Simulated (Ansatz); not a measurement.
An Ansatz (a first-principles code) run. Input:

Ansatz 0.2 input:
```yaml
crystal:
  lattice:
    - [6.0543667766, 0.0, 0.0]
    - [0.0, 4.4442279687, 0.0]
    - [0.0, 0.0, 5.2465835878]
  atoms:
    - { symbol: Zr, position: [0.8249786051, 0.75, 0.8591307282] }
    - { symbol: Zr, position: [0.1750213949, 0.25, 0.1408692718] }
    - { symbol: Zr, position: [0.6750213949, 0.25, 0.3591307282] }
    - { symbol: Zr, position: [0.3249786051, 0.75, 0.6408692718] }
    - { symbol: Rh, position: [0.4530675672, 0.75, 0.1682843103] }
    - { symbol: Rh, position: [0.5469324328, 0.25, 0.8317156897] }
    - { symbol: Rh, position: [0.0469324328, 0.25, 0.6682843103] }
    - { symbol: Rh, position: [0.9530675672, 0.75, 0.3317156897] }
kpoints:
  mp_grid: { grid: [7, 9, 8] }
hamiltonian:
  xc: pbesol
  pseudopotentials: { kind: paw }
scf:
  occupations: { method: fermi_dirac, width: 0.1 }
phonons:
  method: dfpt
  response_accuracy: low
  eigenvectors: true
  rigid_motions: translations
```

Output (shortened):

```
Pseudopotential: Zr, paw, valence charge 12
Pseudopotential: Rh, paw, valence charge 17
Functional definition: PBEsol
Crystal: 8 atoms, lattice volume = 141.170 Å³
Basis set: ecut = 420 eV, 2759 PW (Γ), exchange–correlation on 96×60×72 points (8 copies of the dense FFT grid, shifted against one another)
Bands: 70, of which v1, the nominal top of the filled ones, is band 58 counted from 1 (57 counted from 0)
Symmetry: 8 space group operations
k-points: 145 of 504 (irreducible under 2 space group operations, time reversal used)
SCF iter   1: F=—  HF=-41876.052514 eV  |F-HF|=—  |Δ(HF+E_count)|=         —  Δρ=7.62e-3  dr2=8.37e-2  ethr=1.77e-3  ⟨swp⟩=4.5  Hψ=31103  notcnv=0
preconditioner: auto → Kerker (q_TF=auto, 2.640 Å⁻¹)
SCF iter   2: F=—  HF=-41876.044424 eV  |F-HF|=—  |Δ(HF+E_count)|=   8.09e-3  Δρ=3.19e-3  dr2=1.27e-2  ethr=7.21e-5  ⟨swp⟩=1.4  Hψ=12752  notcnv=0
SCF iter   3: F=—  HF=-41876.042767 eV  |F-HF|=—  |Δ(HF+E_count)|=   1.66e-3  Δρ=7.66e-4  dr2=4.57e-4  ethr=1.09e-5  ⟨swp⟩=2.0  Hψ=13100  notcnv=0
SCF iter   4: F=—  HF=-41876.042754 eV  |F-HF|=—  |Δ(HF+E_count)|=   1.25e-5  Δρ=1.50e-4  dr2=4.24e-5  ethr=3.94e-7  ⟨swp⟩=2.0  Hψ=13919  notcnv=0
SCF iter   5: F=—  HF=-41876.042748 eV  |F-HF|=—  |Δ(HF+E_count)|=   6.10e-6  Δρ=3.12e-5  dr2=9.50e-7  ethr=3.66e-8  ⟨swp⟩=2.1  Hψ=13058  notcnv=0
SCF iter   6: F=—  HF=-41876.042749 eV  |F-HF|=—  |Δ(HF+E_count)|=   5.54e-7  Δρ=7.92e-6  dr2=9.26e-8  ethr=8.19e-10  ⟨swp⟩=2.0  Hψ=13943  notcnv=0
SCF iter   7: F=—  HF=-41876.042749 eV  |F-HF|=—  |Δ(HF+E_count)|=   7.44e-9  Δρ=3.44e-6  dr2=1.11e-8  ethr=7.98e-11  ⟨swp⟩=2.0  Hψ=13725  notcnv=0
SCF iter   8: F=—  HF=-41876.042749 eV  |F-HF|=—  |Δ(HF+E_count)|=   1.46e-9  Δρ=1.11e-6  dr2=6.63e-10  ethr=9.57e-12  ⟨swp⟩=2.7  Hψ=18615  notcnv=0
SCF iter  10: F=-41876.042749 eV  HF=-41876.042749 eV  |F-HF|=7.28e-12  |Δ(HF+E_count)|=  1.46e-11  Δρ=5.15e-8  dr2=3.61e-12  ethr=1.00e-12  ⟨swp⟩=5.0  Hψ=43289  notcnv=0
SCF 1 converged in 10 iterations: F = -41876.042749 eV  dr2 = 3.61e-12
DFPT response loops at Γ: preconditioner auto → Kerker (q_TF=auto, 2.640 Å⁻¹) (partly filled bands, converged f_vac=0.000) …
SCF converged after 10 iterations
Free energy (F): -41876.042749 eV
Harris-Foulkes:  -41876.042749 eV  (|F-HF|=7.28e-12)
Internal energy: -41875.892163 eV  (E = F + TS)
E sigma→0 (E₀):  -41875.967456 eV
Entropy (-TS):   -0.150585 eV (-18.823 meV/atom)
Fermi energy:    17.934167 eV
--- Per-component energies (eV) ---
  E_band       = -840.478235
  E_kinetic    = 3637.867544
  E_local      = -10155.596366  (includes V_loc(G=0)·N_el)
  E_nonlocal   = 1754.895475
  E_hartree    = 3610.177365
  E_xc         = -1529.512246
  E_vxc        = -1880.112014  (∫ρ·V_xc dr)
  E_paw        = -25698.238160  (= ΣΔE_a)
  E_vpaw       = -1417.891204  (= ΣTr[D̂ρ^β])
  E_aug_tail   = 0.003433  (compensation charges beyond the density's cutoff)
  E_ewald      = -13497.256888
  E_core_change = 1.767681  (= ΣΔE_core)
  E_smearing   = -0.150585  (= −TS)
  E_closure    = 0.000000  (closes the sum)
  Σ components = -41876.042749   (vs F -41876.042749, Δ=0.00e0)
  [band-id]    e_kinetic+e_local+e_nonlocal+2·e_hartree+e_vxc+e_vpaw+e_augmentation_tail = -840.478402   (vs E_band -840.478235, Δ=-1.66e-4)
--- Band table (eV; the first three rows and the last of 145) ---
  k-point 0: bands = ["-60.4234", "-60.4187", "-60.4085", "-60.4039", "-30.8614", "-30.8151", "-30.8115", "-30.8008", "-28.4504", "-28.4396", "-28.4298", "-28.4183", "-28.3596", "-28.3544", "-28.3441", "-28.3363", "-28.3293", "-28.3226", "-28.2900", …
  k-point 1: bands = ["-60.4233", "-60.4189", "-60.4082", "-60.4041", "-30.8618", "-30.8194", "-30.8141", "-30.7972", "-28.4499", "-28.4399", "-28.4285", "-28.4176", "-28.3593", "-28.3541", "-28.3440", "-28.3367", "-28.3278", "-28.3220", "-28.2888", …
  k-point 2: bands = ["-60.4229", "-60.4196", "-60.4076", "-60.4045", "-30.8622", "-30.8327", "-30.8114", "-30.7955", "-28.4485", "-28.4408", "-28.4248", "-28.4158", "-28.3592", "-28.3545", "-28.3434", "-28.3378", "-28.3236", "-28.3196", "-28.2856", …
  k-point 144: bands = ["-60.4154", "-60.4144", "-60.4128", "-60.4118", "-30.8352", "-30.8286", "-30.8229", "-30.8171", "-28.4408", "-28.4394", "-28.4370", "-28.4354", "-28.3424", "-28.3381", "-28.3364", "-28.3317", "-28.3136", "-28.3108", "-28.3027", …
--- Phonons (Γ-DFPT): 6 representative perturbations + reference, on 145 of 504 k-points (Σ response iterations 18) ---
  ASR residual: 1.907e-3 → 0.000e0 eV/Å²; symmetrization residual: 4.395e-4 eV/Å²
  ASR residual per site (eV/Å²): 1.33e-3 1.33e-3 1.33e-3 1.33e-3 1.91e-3 1.91e-3 1.91e-3 1.91e-3
  Γ frequencies (cm⁻¹): 0.00 0.00 0.00 70.85 95.32 106.74 127.56 130.58 138.01 138.12 140.14 149.42 152.10 153.18 156.88 157.55 157.93 177.43 180.21 190.36 191.33 198.20 203.54 224.43
  non-analytic LO–TO correction: not included (Born effective charges unavailable; polar crystals: no LO–TO splitting at Γ)
```

Cost: very roughly 17 core-minutes on shared cores.

Space group Pnma. The workflow started from a Materials Project entry (that database holds measured and hypothetical structures alike); the Crystallography Open Database files this formula in space group No. 62, but the cells were not matched. Whether it is the stable phase at ambient conditions was not checked. The cell was relaxed with PBEsol under the symmetry of its start; of distortions, only those at the zone centre were tested. The run is not spin-polarised. As this level gives no gap, phonon frequencies hold no LO–TO term and depend on the k-mesh and smearing (Fermi–Dirac, 0.1 eV here). Spin–orbit coupling is left out wherever it is not named.

Potentials: the later of the program's two PAW sets.

Ansatz is a plane-wave DFT program.
